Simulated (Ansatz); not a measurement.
**FePt5 (P4/mmm) at 2 levels of theory**

One geometry, relaxed with PBE; plane waves with PAW potentials in Ansatz, scalar-relativistic. Collinear spin, ending at 3.6 μB a primitive cell. Gaps are the least over mesh and band path; pressure is positive in compression.

```
Fe Pt
1.0
     2.76593    0.00000    0.00000
     0.00000    2.76593    0.00000
     0.00000    0.00000   11.84925
Fe Pt
1 5
Direct
  0.00000 0.00000 0.00000
  0.00000 0.00000 0.32870
  0.00000 0.00000 0.67130
  0.50000 0.50000 0.50000
  0.50000 0.50000 0.15260
  0.50000 0.50000 0.84740
```

```csv
level,cutoff (eV),k mesh,gap (eV),pressure (GPa),largest moment (μB)
PBE,420,14×14×4,0,0.0,3.03
```

Problem. What comes out on the same cell with LDA?

Solution.
| level | cutoff (eV) | k mesh | gap (eV) | pressure (GPa) | largest moment (μB) |
| --- | --- | --- | --- | --- | --- |
| LDA | 420 | 14×14×4 | 0 | -15.6 | 2.92 |

Spin-orbit coupling matters for the bands of heavy elements and is left out.

It was reached by relaxing an invented guess, and it needn't be the stable form of this composition.
